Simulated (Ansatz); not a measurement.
Turning moments in Ni (Im-3m)

```
Ni
1.0
     2.76743    0.00000    0.00000
     0.00000    2.76743    0.00000
     0.00000    0.00000    2.76743
Ni
2
Cartesian
  0.0000 0.0000 0.0000
  1.3837 1.3837 1.3837
```

The geometry is a structure from the Materials Project, repeated to hold the magnetic orders, held fixed and not relaxed.

The runs share LDA, 11×11×11 k mesh, Fermi–Dirac smearing of 0.05 eV. PAW means Ansatz 0.2.0 on its default frozen-core files; LAPW is all-electron LAPW in Ansatz 0.2.0. Site moments are integrated in spheres about the atoms, whose radii differ between the methods. Start moments of the first PAW run (μB): Ni1 0.5, Ni2 0.5.

The runs use spinors without spin–orbit coupling. In the held states a penalty keeps the direction of every atom that starts with a moment, the untilted ones along z, with sizes free, and the energy is taken at the target. Energies count from the run that starts parallel.

```csv
state,ΔF PAW (meV/atom),ΔF LAPW (meV/atom),"largest moment, PAW (μB)","size of M, PAW (μB/cell)",directions kept
parallel moments on spinors,0.0,0.0,0.53,1.03,yes
Ni2 tilted by 20° from z and held,+2.4,+2.4,0.49,0.95,yes
start Ni1↑ Ni2↓ on spinors,+5.1,+5.0,0.00,0.00,no
```

For the state «start Ni1↑ Ni2↓ on spinors», by PAW: The moments died out: the run ends unmagnetised.

The PAW files were made with PBE; the program remakes their cores once for the run's functional and then keeps them frozen. The Ansatz runs typed with the search for lower states off end where their start leads. None of this fixes the real material's magnetic order: only patterns that fit the cell were computed, at zero temperature, with a functional that can overstate moments. Left out because they lost a held moment or its direction: PAW, Ni2 tilted by 50° from z and held; PAW, Ni2 tilted by 90° from z and held; PAW, Ni2 tilted by 130° from z and held; LAPW, Ni2 tilted by 130° from z and held; and 1 more.
